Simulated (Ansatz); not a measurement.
Total density of states per atom from plane-wave PAW r²SCAN (Ansatz code), in 0.25 eV bins, energy from the valence-band maximum:

```
E (eV) | states/eV/atom
    -7.85 | ########## 0.45
    -7.60 | ####### 0.32
    -7.35 | ###### 0.28
    -7.10 | ########### 0.47
    -6.85 | ###### 0.25
    -6.60 | ######### 0.39
    -6.35 | ############# 0.57
    -6.10 | ############ 0.52
    -5.85 | ######## 0.37
    -5.60 | ######### 0.38
    -5.35 | ########### 0.48
    -5.10 | ####### 0.33
    -4.85 | ############## 0.59
    -4.60 | ################ 0.71
    -4.35 | ################## 0.80
    -4.10 | ################### 0.84
    -3.85 | ##################### 0.92
    -3.60 | ############################## 1.30
    -3.35 | ########################### 1.16
    -3.10 | ########### 0.46
    -2.85 | ######## 0.36
    -2.60 | ######## 0.36
    -2.35 | ######### 0.39
    -2.10 | ########## 0.43
    -1.85 | ############# 0.58
    -1.60 | ############# 0.55
    -1.35 | ####### 0.31
    -1.10 | ## 0.08
    -0.85 |  0.00
    -0.60 | ### 0.13
    -0.35 | ############### 0.64
    -0.10 | ##### 0.23
     0.15 |  0.00
     0.40 | # 0.06
     0.65 | ###### 0.26
     0.90 | ############## 0.62
     1.15 | ############# 0.57
     1.40 | ########### 0.46
     1.65 | ########### 0.46
     1.90 | ############ 0.53
     2.15 | ################ 0.68
     2.40 | ########### 0.49
     2.65 | ############# 0.55
     2.90 | ############ 0.51
     3.15 | ########### 0.46
     3.40 | ######### 0.41
     3.65 | ########## 0.43
     3.90 | ######### 0.41
     4.15 | ######### 0.38
     4.40 | ######## 0.37
     4.65 | ########### 0.48
     4.90 | ############ 0.53
```

### Question
Which of these materials gives this?
A. GaN, zinc blende
B. GaAs, zinc blende
C. GaN, NiAs type
D. Ga3Ir, P4_2/mnm (Ga on 4c, Ga on 8j, Ir on 4f)

### Answer
D, Ga3Ir, P4_2/mnm (Ga on 4c, Ga on 8j, Ir on 4f). Top 1 eV of the valence band: Ga 4p 57 %, Ir 5d 34 %, Ga 4s 7 %. Bottom 1 eV of the conduction band: Ga 4p 51 %, Ir 5d 29 %, Ga 4s 17 %. Projections are on Löwdin-orthogonalised atomic valence shells; empty p or d shells of many metals are not among them.

The first step of the workflow began from a Materials Project structure, measured or hypothetical; the Crystallography Open Database copy checked does not list it. Whether it is the stable phase at ambient conditions was not checked. The cell was relaxed with r²SCAN under the symmetry of its start; whether a distortion lowers the energy is not shown. No spin polarisation was allowed. Spin–orbit coupling is left out wherever it is not named.

Potentials: the later of the program's two PAW sets.
